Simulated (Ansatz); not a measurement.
Pb: from a starting cell to a relaxed one

The start is a relaxed Pb cell displaced along its unstable phonon at q = (½, 0, 0) of its primitive reciprocal cell (22i cm⁻¹), largest move 0.15 Å. Cell shape, volume and atoms are optimised at zero target pressure with PBEsol (plane waves to 420 eV, PAW, scalar-relativistic; Ansatz, a quantum-chemistry and plane-wave program). The first steps use a coarse 5×10×10 k-mesh.

The start:
```
Pb
1.0
    6.36630     0.00000     0.00000
    0.00000     3.18315     0.00000
    0.00000     0.00000     3.18315
Pb
2
Direct
  0.00000   0.00000   0.95288
  0.50000   0.00000   0.04712
```

Q: What is the largest force in the starting geometry, and on which atom (counted from 1)?

A: 0.07 eV/Å, on Pb1, Pb2 (atoms numbered as listed).

Q: How much energy is released per atom?

A: 0.08 eV/atom.

Q: How does the volume per atom move from start to end?

A: -3.6 %, from 32.25 to 31.09 Å³/atom.

Q: Is the parent structure recovered?

A: It does not go back: it reaches P6/mmm (No. 191), AFLOW prototype A_hP1_191_a (A_f, as in Sn), 0.10 eV/atom below the parent.

Q: What band gap does the relaxed structure have at this level?

A: Zero (metallic).

Q: Write out the relaxed structure.

A: 
Space group P6/mmm (No. 191); a = b = 3.350 Å, c = 3.199 Å, α = β = 90.00°, γ = 120.00°

| atom | site | symmetry | x | y | z |
|---|---|---|---|---|---|
| Pb | 1a | 6/mmm | 0.0000 | 0.0000 | 0.0000 |

Final values are on a 16×16×15 k-mesh of the relaxed cell. No spin polarisation in the result.

The run could not lose the symmetry of its start, so the end can be a saddle point.

The relaxed structure here is a generated cell of Pb: the first start was made by placing the elements on the sites of a structure type, and the end was not matched to a known phase here, so it may be hypothetical. Known forms of Pb include space group No. 225.
